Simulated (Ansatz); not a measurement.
A relaxation computed with Ansatz, from input to last step.

```yaml
crystal:
  lattice:
    - [3.86, 0.0, 0.0]
    - [0.0, 3.86, 0.0]
    - [0.0, 0.0, 3.86]
  atoms:
    - { symbol: Na, position: [0.0, 0.0, 0.0] }
    - { symbol: W, position: [0.5, 0.5, 0.5] }
    - { symbol: O, position: [0.5, 0.5, 0.0] }
    - { symbol: O, position: [0.0, 0.5, 0.5] }
    - { symbol: O, position: [0.5, 0.0, 0.5] }
basis:
  ecutwfc: 420
kpoints:
  mp_grid: { grid: [10, 10, 10] }
hamiltonian:
  xc: pbesol
scf:
  occupations: { method: gaussian, width: 0.1 }
output:
  forces: true
  stress: true
  eigenvalues: true
relax:
  adjacent_minimum: "off"
  f_tol: 0.005
  max_steps: 80
  cell: { stress_tol: 0.05 }
```

```bash
ansatz run input.yaml --threads 1 --pin off --max-ram 2560MiB --backend cpu --events-out ev --progress --plain --runs-dir out
```

Computed with Ansatz, DFT PBEsol, scalar-relativistic, plane waves, PAW.

Of 6 frames 5 are shown, positions in Å and forces in eV/Å; the SCF threshold varies from step to step. Steps run on the plane waves of an earlier cell, with a Pulay correction in the pressure. The basis is chosen afresh for the last frame, the zero of the energies, and at times for earlier ones too; energy and pressure step there, also at an unchanged geometry.

```xyz
5
Lattice="3.8600 0.0000 0.0000 0.0000 3.8600 0.0000 0.0000 0.0000 3.8600" Properties=species:S:1:pos:R:3:forces:R:3 pbc="T T T" step=1 free_energy_over_end_meV_per_atom=1.19 pressure_GPa=2.75
Na    0.0000    0.0000    0.0000    0.0000    0.0000    0.0000
W     1.9300    1.9300    1.9300    0.0000    0.0000    0.0000
O     1.9300    1.9300    0.0000    0.0000    0.0000    0.0000
O     0.0000    1.9300    1.9300    0.0000    0.0000    0.0000
O     1.9300    0.0000    1.9300    0.0000    0.0000    0.0000
5
Lattice="3.8758 0.0000 0.0000 0.0000 3.8758 0.0000 0.0000 0.0000 3.8758" Properties=species:S:1:pos:R:3:forces:R:3 pbc="T T T" step=2 free_energy_over_end_meV_per_atom=0.64 pressure_GPa=-0.15
Na    0.0000    0.0000    0.0000    0.0000    0.0000    0.0000
W     1.9379    1.9379    1.9379    0.0000    0.0000    0.0000
O     1.9379    1.9379    0.0000    0.0000    0.0000    0.0000
O     0.0000    1.9379    1.9379    0.0000    0.0000    0.0000
O     1.9379    0.0000    1.9379    0.0000    0.0000    0.0000
5
Lattice="3.8749 0.0000 0.0000 0.0000 3.8749 0.0000 0.0000 0.0000 3.8749" Properties=species:S:1:pos:R:3:forces:R:3 pbc="T T T" step=3 free_energy_over_end_meV_per_atom=0.60 pressure_GPa=0.00
Na    0.0000    0.0000    0.0000    0.0000    0.0000    0.0000
W     1.9375    1.9375    1.9375    0.0000    0.0000    0.0000
O     1.9375    1.9375    0.0000    0.0000    0.0000    0.0000
O     0.0000    1.9375    1.9375    0.0000    0.0000    0.0000
O     1.9375    0.0000    1.9375    0.0000    0.0000    0.0000
5
Lattice="3.8749 0.0000 0.0000 0.0000 3.8749 0.0000 0.0000 0.0000 3.8749" Properties=species:S:1:pos:R:3:forces:R:3 pbc="T T T" step=4 free_energy_over_end_meV_per_atom=0.01 pressure_GPa=0.08
Na    0.0000    0.0000    0.0000    0.0000    0.0000    0.0000
W     1.9375    1.9375    1.9375    0.0000    0.0000    0.0000
O     1.9375    1.9375    0.0000    0.0000    0.0000    0.0000
O     0.0000    1.9375    1.9375    0.0000    0.0000    0.0000
O     1.9375    0.0000    1.9375    0.0000    0.0000    0.0000
5
Lattice="3.8754 0.0000 0.0000 0.0000 3.8754 0.0000 0.0000 0.0000 3.8754" Properties=species:S:1:pos:R:3:forces:R:3 pbc="T T T" step=6 free_energy_over_end_meV_per_atom=0.00 pressure_GPa=0.00
Na    0.0000    0.0000    0.0000    0.0000    0.0000    0.0000
W     1.9377    1.9377    1.9377    0.0000    0.0000    0.0000
O     1.9377    1.9377    0.0000    0.0000    0.0000    0.0000
O     0.0000    1.9377    1.9377    0.0000    0.0000    0.0000
O     1.9377    0.0000    1.9377    0.0000    0.0000    0.0000
```

It took 23 s on 1 thread of Arm Neoverse V2, with other jobs on the host, peak memory 0.37 GiB.

Spin–orbit coupling is left out, which can shift energies with elements as heavy as these. Spin polarisation was left out, and a magnetic state may lie lower.